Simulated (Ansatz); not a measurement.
CaO (rock salt), relaxed and computed with several functionals in Ansatz (plane waves, PAW).

```json
[
 {"functional": "HSE06", "a (Å)": "4.798", "gap (eV)": "5.31", "B₀ by P(V) fit (GPa)": "115"},
 {"functional": "r²SCAN", "a (Å)": "4.795", "gap (eV)": "4.20", "B₀ by P(V) fit (GPa)": "117"},
 {"functional": "PBE", "a (Å)": "?", "gap (eV)": "?", "B₀ by P(V) fit (GPa)": "?"},
 {"functional": "LDA", "a (Å)": "4.708", "gap (eV)": "3.45", "B₀ by P(V) fit (GPa)": "129"}
]
```

Problem. Fill in the missing entries.

Solution. 
- PBE, a (Å): 4.831
- PBE, gap (eV): 3.66
- PBE, B₀ by P(V) fit (GPa): 105

All cells were relaxed under the symmetry of their starts (and spin orders); stability against distortions was not tested throughout.

Potentials: the later of the program's two PAW sets.

Ansatz (an electronic-structure program) is a plane-wave DFT program.
